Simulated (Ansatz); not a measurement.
Mg$_{2}$P$_{2}$O$_{7}$ in space group C2/m (No. 12; Pearson symbol mS22), r²SCAN in the plane-wave PAW code Ansatz. The conduction-band minimum lies at Γ, with 1 equivalent valley. Second derivatives d²E/dk² of the lowest band at one valley (eV·Å²), along Cartesian directions:

```csv
direction,d²E/dk²
[100],17.04
[010],16.47
[001],15.41
[110],16.75
[101],16.21
[011],15.94
```

Find the principal effective masses, the density-of-states mass and the conductivity mass.

Off-diagonal terms follow from H_xy = H[110] − (H_xx + H_yy)/2, and m*/mₑ = 7.620 eV·Å² over each eigenvalue: 0.45, 0.46, 0.49. One valley's DOS mass (m₁m₂m₃)^(1/3) = 0.47, conductivity mass 3/(Σ 1/mᵢ) = 0.47 mₑ.

What effective density of states Nc follows at 300 K for parabolic valleys?

Nc = 2.509e19 × 1 × (0.47)^(3/2) ≈ 8.1e18 cm⁻³.

The workflow started from a Materials Project entry (that database holds measured and hypothetical structures alike); the Crystallography Open Database files this formula in space group No. 12, but the cells were not matched. Its standing as an ambient phase is unchecked. The cell was relaxed with r²SCAN under the symmetry of its start; whether a distortion lowers the energy is not shown.

Potentials: the later of the program's two PAW sets.

Edges and masses are those of Kohn–Sham bands, whose gap is no quasiparticle gap.
